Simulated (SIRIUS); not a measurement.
SIRIUS run on SnSe (Pnma, 8 atoms in the cell; from Materials Project mp-691): self-consistent single point.

Method: PBE, GBRV PBE ultrasoft pseudopotentials (plane waves; SIRIUS).

```
SnSe
1.0
   11.66446     0.00000     0.00000
    0.00000     4.12625     0.00000
    0.00000     0.00000     4.70091
Sn Se
4 4
Cartesian
  7.21785   3.09469   1.77013
  4.44661   1.03156   2.93078
 10.27884   1.03156   4.12058
  1.38562   3.09469   0.58033
  1.73276   1.03156   2.39361
  9.93170   3.09469   2.30730
  4.09947   3.09469   0.04315
  7.56499   1.03156   4.65776
```

Reference input (self-consistent single point, DFT, PBE, plane waves, GBRV PBE ultrasoft pseudopotentials): parameters.ngridk = 1 3 3; parameters.xc_functionals = [XC_GGA_X_PBE, XC_GGA_C_PBE]; parameters.gk_cutoff = 6.325 1/bohr; parameters.pw_cutoff = 14.143 1/bohr; parameters.smearing = fermi_dirac; parameters.smearing_width = 0.000367493 Ha; potentials = GBRV PBE ultrasoft pseudopotentials; parameters.electronic_structure_method = pseudopotential; parameters.num_bands = 48; parameters.num_mag_dims = 0; parameters.num_dft_iter = 100; parameters.energy_tol = 1e-07 Ha. This run's input differs from it in these lines:

```diff
@@ -16,3 +16,3 @@
     "pw_cutoff": 14.143,
-    "ngridk": [1, 3, 3],
+    "ngridk": [2, 5, 4],
     "smearing": "fermi_dirac",
```

Log, with long lists cut:

```
[find] density tolerance         : 1e-06
[find] total energy tolerance    : 1e-07
[find] iter_solver_tol (initial) : 0.01
[find] iter_solver_tol (target)  : 1e-13
[find] num_dft_iter              : 100
Charges and magnetic moments
--------------------------------------------------------------------------------
total charge          : 80.000000
[find] | SCF iteration   0 out of 100|
[diagonalize] iterative solver tolerance (occupied, empty): 0.01 0.01
[diagonalize] average number of iterations: 2.11111
[find] Charges and magnetic moments
[find] total charge          : 80.000000
[find] Energy
   [... lines left out ...]

[find] Charges and magnetic moments
[find] total charge          : 80.000000
[find] Energy
[find] smearing (-TS)                 :      -0.00000000
[find] Total energy                   :    -405.80563689 (Ha),    -811.61127377 (Ry)
[find] Free energy (E-TS)             :    -405.80563689 (Ha),    -811.61127377 (Ry)
[find] band gap (eV)                  :       0.99340977
[find] Efermi                         :       0.28332353
[find] iteration : 18, RMS (target) : 6.7099e-07 (1.0000e-06) , energy difference (target) : 5.6843e-14 (1.0000e-07)
[find] bands are converged : true
[find] iterative solver converged : true
[find] converged after 19 SCF iterations!
[find] Charges and magnetic moments
[find] total charge          : 80.000000
[find] Energy
[find] smearing (-TS)                 :      -0.00000000
[find] Total energy                   :    -405.80563689 (Ha),    -811.61127377 (Ry)
[find] Free energy (E-TS)             :    -405.80563689 (Ha),    -811.61127377 (Ry)
[find] band gap (eV)                  :       0.99340977
[find] Efermi                         :       0.28332353
[ground_state] === stress tensor components [kbar] ===
[ground_state] === stress_total ===
[ground_state]   -10.834426   -0.000000    0.000000
[ground_state]    -0.000000  -13.071596    0.000000
[ground_state]     0.000000    0.000000   -6.755590
[ground_state] ==== total Forces in Ha/bohr =====
   [... lines left out ...]
[ground_state] atom:    3, force:      -0.0022674      0.0000000     -0.0030577
[ground_state] atom:    4, force:      -0.0022085      0.0000000      0.0033358
[ground_state] atom:    5, force:       0.0022085     -0.0000000     -0.0033358
[ground_state] atom:    6, force:       0.0022085     -0.0000000      0.0033358
[ground_state] atom:    7, force:      -0.0022085      0.0000000     -0.0033358
```

The run converged in 19 iterations. SIRIUS prints the stress tensor with tension positive. Against the reference run the free energy goes down by 59.1 meV/atom, the pressure goes from 1.56 to 1.02 GPa and the largest force goes from 0.148 to 0.206 eV/Å.

This run is one point of a test of settings, so its values need not be converged; read them against the reference run alone. The structure comes from a collection of computed structures, made at another level of theory; the collection holds predicted forms beside known ones.

Cost on one core: roughly 2.3 core-minutes.

The gap that the log prints is read on the run's mesh, which can miss the band edges or a crossing.
